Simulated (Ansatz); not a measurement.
One crystal and one scan (frozen-phonon scan) at two levels, PBE (plane waves to 420 eV, PAW, scalar-relativistic; Ansatz, an electronic-structure program) and r2SCAN (plane waves to 500 eV, PAW, scalar-relativistic; Ansatz), each from its own relaxed cell and on its own mesh. The cell shown is that of PBE.

Relaxed AgCl (rock salt):

```
CELL_PARAMETERS angstrom
      0.00000     5.61150     5.61150
      2.80575     0.00000     2.80575
      2.80575     2.80575     0.00000
ATOMIC_POSITIONS crystal
  Cl 0.00000 0.00000 0.00000
  Cl 0.50000 0.00000 0.00000
  Ag 0.25000 0.50000 0.50000
  Ag 0.75000 0.50000 0.50000
```

A phonon eigenvector at L = (0.5, 0.0, 0.0) is frozen into this cell: atom i moves by Q times the vector below, so Q is the largest atomic displacement, in Å. The cell is held. (q is in reciprocal vectors of the primitive cell; the cell shown is doubled to hold the pattern.)

| atom | x | y | z |
|---|---|---|---|
| Cl1 | -0.577 | 0.577 | 0.577 |
| Cl2 | 0.577 | -0.577 | -0.577 |

Atoms not listed stay in place.

AgCl was relaxed with its symmetry unable to fall. Percentages come from the unrounded values. Both scans cover Q from -0.100 to 0.100 Å.

Results of PBE:

Lattice constant a (Å): 5.611
Band gap of the relaxed cell, no spin-orbit coupling (eV): 0.92
Energy at Q = 0.100 Å (meV/cell): 41.7
Harmonic wavenumber from the curvature (finite differences) (cm⁻¹ (negative: imaginary)): 178
Space group of the distorted cell: R-3m (No. 166), lowered from Fm-3m
Symmetry of the curve: even: the same for both signs
Shape of the curve: a single well with its minimum at or next to zero displacement

**Question.** What does r2SCAN give for the same quantities?

**Answer.** 
| quantity | r2SCAN | PBE − r2SCAN |
|---|---|---|
| Lattice constant a (Å) | 5.545 | +0.066 (+1.2 %) |
| Band gap of the relaxed cell, no spin-orbit coupling (eV) | 1.48 | -0.56 (-37 %) |
| Energy at Q = 0.100 Å (meV/cell) | 50.3 | -8.6 (-17 %) |
| Harmonic wavenumber from the curvature (finite differences) (cm⁻¹ (negative: imaginary)) | 196 | -18 (-9 %) |

PBE gives the higher value for: lattice constant a. PBE gives the lower value for: band gap of the relaxed cell, no spin-orbit coupling; energy at Q = 0.100 Å; harmonic wavenumber from the curvature. Both give the same space group of the distorted cell: R-3m (No. 166), lowered from Fm-3m.

(A displaced cell: forces are minus the slopes of the energy, force constants its curvatures, and phonons follow from these.)
